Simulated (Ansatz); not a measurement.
## Lattice vibrations of TiRh$_{3}$ at Γ at 5 GPa

These are results of DFT PBEsol, scalar-relativistic, plane waves, PAW (Ansatz 0.2.0), not measurements. Plane waves to 420 eV; Γ-centred k mesh 12×12×12; Fermi-Dirac smearing of 0.15 eV. No spin polarisation. Phonons by linear response, acoustic sum rule imposed.

The cell, relaxed at 5 GPa:
```
CELL_PARAMETERS angstrom
3.77873 0.00000 0.00000
0.00000 3.77873 0.00000
0.00000 0.00000 3.77873
ATOMIC_POSITIONS crystal
Ti 0.00000 0.00000 0.00000
Rh 0.00000 0.50000 0.50000
Rh 0.50000 0.00000 0.50000
Rh 0.50000 0.50000 0.00000
```

In a metal, frequencies and elastic constants depend on the k mesh and the smearing, soft modes and shear constants most. Other phases may be more stable at this pressure.

Optical modes at Γ; i marks an imaginary frequency:
```
frequency (cm⁻¹) degeneracy
             177           3
             192           3
             237           3
```

All 9 optical modes at Γ are real: no displacement of atoms at fixed cell lowers the energy to second order. Strains and modes at other wave vectors aren't tested by this run.

Cost: 1 run of about 6.7 core-minutes, on Arm Neoverse V1 (shared hosts).